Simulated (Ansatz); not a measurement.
Relaxed-ion elastic tensor of Rb₂WCl₆ in space group Fm-3m (No. 225; W on 4a, Rb on 8c, Cl on 24e) in GPa (Voigt order), plane-wave PAW LDA (Ansatz code); density 4.34 g/cm³, 24.14 Å³ per atom.

```tsv
	1	2	3	4	5	6
1	35.4	19.2	19.2	0.0	0.0	0.0
2	19.2	35.4	19.2	0.0	0.0	0.0
3	19.2	19.2	35.4	0.0	0.0	0.0
4	0.0	0.0	0.0	15.5	0.0	0.0
5	0.0	0.0	0.0	0.0	15.5	0.0
6	0.0	0.0	0.0	0.0	0.0	15.5
```

**Question.** Is the crystal mechanically stable?

**Answer.** Yes: the smallest eigenvalue of C is 15.5 GPa.

**Question.** Work out the Voigt, Reuss and Hill averages.

**Answer.** K_V = 24.6, K_R = 24.6, K_H = 24.6; G_V = 12.5, G_R = 11.3, G_H = 11.9 GPa.

**Question.** Give Young's modulus, Poisson's ratio, Pugh's ratio and the universal anisotropy index.

**Answer.** E = 9KG/(3K + G) = 30.8 GPa; ν = 0.29; K/G = 2.06 (ductile by the Pugh limit of 1.75); A_U = 5G_V/G_R + K_V/K_R − 6 = 0.53.

**Question.** Estimate the sound speeds and the Debye temperature.

**Answer.** v_l = √((K + 4G/3)/ρ) = 3060 m/s, v_t = √(G/ρ) = 1660 m/s, mean 1850 m/s; Θ = (h/k)(3n/4πV)^(1/3) v_m = 191 K.

**Question.** Give the Zener ratio and Young's modulus along [100], [110] and [111].

**Answer.** A = 2C44/(C11 − C12) = 1.92; 1/E = S11 − 2(S11 − S12 − S44/2)Γ with Γ = 0, 1/4, 1/3 gives 21.8, 32.3, 38.4 GPa.

The workflow started from an entry of the Crystallography Open Database (COD, 293 K). Whether it is the stable phase at ambient conditions was not checked. The cell was relaxed with LDA under the symmetry of its start; of distortions, only those at the zone centre were tested. The run is not spin-polarised. As this level gives no gap, shear constants depend on the k-mesh and smearing (Fermi–Dirac, 0.1 eV here). Scalar-relativistic: spin–orbit coupling is off unless named, which matters more the heavier the elements.

Potentials: the later of the program's two PAW sets.
